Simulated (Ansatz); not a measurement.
Relaxed TiHg (space group P4/mmm):

```
CELL_PARAMETERS angstrom
      2.98407     0.00000     0.00000
      0.00000     2.98407     0.00000
      0.00000     0.00000     4.11248
ATOMIC_POSITIONS crystal
  Ti 0.50000 0.50000 0.50000
  Hg 0.00000 0.00000 0.00000
```

In this cell atom 1 (Ti, nearest neighbour Hg at 2.946 Å; its periodic images, 3.0 Å or more away, move with it) is moved by u·(0.707, 0.707, 0.000) + v·(0.000, 0.000, 1.000); the rest is frozen.

Level of theory: r2SCAN (plane waves to 500 eV, PAW, scalar-relativistic; Ansatz, an electronic-structure program). k mesh 13×13×9 (Γ-centred), Fermi-Dirac smearing 0.05 eV. With partly filled bands, energies and forces of such displacements shift with the k mesh and the smearing. Fu and Fv are the components of the force on the atom. Spin-orbit coupling is left out, though Hg is heavy. TiHg is run without spin polarisation. TiHg was relaxed with its symmetry unable to fall. 

```json
[
 {"Fv (eV/Å)": "v = -0.440", "u = -0.440": "___", "u = -0.220": "___", "u = 0.000": "___", "u = 0.220": "___", "u = 0.440": "___"},
 {"Fv (eV/Å)": "v = -0.220", "u = -0.440": "1.94", "u = -0.220": "1.45", "u = 0.000": "1.30", "u = 0.220": "1.45", "u = 0.440": "1.94"},
 {"Fv (eV/Å)": "v = 0.000", "u = -0.440": "0.00", "u = -0.220": "0.00", "u = 0.000": "0.00", "u = 0.220": "0.00", "u = 0.440": "0.00"},
 {"Fv (eV/Å)": "v = 0.220", "u = -0.440": "-1.94", "u = -0.220": "-1.45", "u = 0.000": "-1.30", "u = 0.220": "-1.45", "u = 0.440": "-1.94"},
 {"Fv (eV/Å)": "v = 0.440", "u = -0.440": "___", "u = -0.220": "___", "u = 0.000": "___", "u = 0.220": "___", "u = 0.440": "___"}
]
```

Problem. Fill in the missing entries.

Solution. 
- v = -0.440, u = -0.440: 4.29
- v = -0.440, u = -0.220: 3.25
- v = -0.440, u = 0.000: 2.93
- v = -0.440, u = 0.220: 3.25
- v = -0.440, u = 0.440: 4.29
- v = 0.440, u = -0.440: -4.29
- v = 0.440, u = -0.220: -3.25
- v = 0.440, u = 0.000: -2.93
- v = 0.440, u = 0.220: -3.25
- v = 0.440, u = 0.440: -4.29

(For displaced atoms, the force is minus the slope of the energy, and its curvature is a force constant, which sets phonon frequencies.)
